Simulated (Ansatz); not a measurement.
InPd (CsCl type, Pm-3m), DFT-r²SCAN in the program Ansatz with PAW potentials, all energies at zero smearing, with the estimated change up to a 700 eV cutoff added, with one set of potentials and settings (totals compare only within such a set). Cell of 2 atoms (1 In, 1 Pd): -12598.706 eV.

| element | reference phase | E (eV/atom) |
|---|---|---|
| In | I4/mmm, 1 atoms in the cell | -5611.8204 |
| Pd | Fm-3m, 1 atoms in the cell | -6985.7456 |

Formation energy per atom, worked out: (-12598.706 − 1×(-5611.8204) − 1×(-6985.7456))/2 = -0.570 eV/atom (-55 kJ per mol of atoms), at 0 K, without zero-point energy or fitted corrections.

Symmetry was held in the r²SCAN relaxation; of distortions, only those at the zone centre were tested. No spin polarisation was allowed. The references are the lowest solids computed at this level, not always the standard phases.

Potentials: the later of the program's two PAW sets.
